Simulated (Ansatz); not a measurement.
The start is a relaxed TiAl cell, doubled along one cell vector, shaken by Gaussian noise of σ = 0.08 Å a coordinate. A full variable-cell relaxation at zero pressure is run with PBE (plane waves to 420 eV, PAW, scalar-relativistic; Ansatz, a quantum-chemistry and plane-wave program). First-step values are on the input's coarse k-mesh.

Ansatz input (later rounds restart from its end on a renewed k-mesh):
Ansatz 0.2 input:
```yaml
crystal:
  lattice:
    - [-1.9291097103, 1.9291097103, 4.4124202305]
    - [3.8582194206, -3.8582194206, 8.824840461]
    - [1.9291097103, 1.9291097103, -4.4124202305]
  atoms:
    - { symbol: Ti, position: [0.7045277672, 0.1110821071, 0.4442205064] }
    - { symbol: Ti, position: [0.7569508249, 0.6128092424, 0.4912017709] }
    - { symbol: Ti, position: [0.0027921499, 0.0103267892, 0.0366428995] }
    - { symbol: Ti, position: [-0.0328273303, 0.4911803673, -0.0283589792] }
    - { symbol: Al, position: [0.481848805, 0.25455056, 0.0140370966] }
    - { symbol: Al, position: [0.5082781084, 0.7280914864, 0.9512365032] }
    - { symbol: Al, position: [0.241863891, 0.3534272328, 0.4611779728] }
    - { symbol: Al, position: [0.2591740402, 0.8737601995, 0.5216028692] }
basis: { ecutwfc: 420, ecutrho_ratio: 4, xc_grid: 2, fft_grid_basis: typed }
kpoints: { mp_grid: { grid: [9, 5, 12] } }
hamiltonian:
  xc: pbe
  dispersion: none
  pseudopotentials: { azcp: { folder: ./paw }, kind: paw }
scf: { occupations: { method: fermi_dirac, width: 0.05 } }
relax: { f_tol: 0.01, max_steps: 100, cell: { stress_tol: 0.02 } }
output: { forces: true, stress: true }
```

```yaml
largest_initial_force: 1.80 eV/Å, on Ti1 (atoms numbered as listed)
energy_released: 0.07 eV/atom
relative_to_the_parent: It relaxes back to the parent, I4₁/amd (No. 141)
Shortest distances (start → end): "The closest pairs of elements (up to four, under 3.6 Å), start → end: Al–Ti 2.52 → 2.73 Å; Al–Al 2.75 → 2.93 Å; Ti–Ti 2.81 → 2.93 Å"
band_gap_at_the_end: zero (metallic)
optimiser_moves: 3
```

Final structure:

```cif
data_Al4Ti4
_chemical_formula_sum 'Ti4 Al4'
_space_group_name_H-M_alt 'I41/amd :1'
_space_group_IT_number 141
_space_group_name_Hall 'I 4bw 2bw -1bw'
_cell_length_a 3.85825
_cell_length_b 3.85825
_cell_length_c 8.82469
_cell_angle_alpha 90.000
_cell_angle_beta 90.000
_cell_angle_gamma 90.000
loop_
_atom_site_label
_atom_site_type_symbol
_atom_site_symmetry_multiplicity
_atom_site_Wyckoff_symbol
_atom_site_fract_x
_atom_site_fract_y
_atom_site_fract_z
_atom_site_occupancy
Ti1 Ti 4 a 0.00000 0.00000 0.00000 1
Al1 Al 4 b 0.00000 0.00000 0.50000 1
```
(The calculation used a cell of 4 atoms; values per cell refer to that cell.)

Final values are on a 17×17×17 k-mesh of the relaxed cell. No spin polarisation in the result.

The relaxed structure here is a generated cell of TiAl: the first start was made by placing the elements on the sites of a structure type, and the end was not matched to a known phase here, so it may be hypothetical. Known forms of TiAl include space group No. 123.
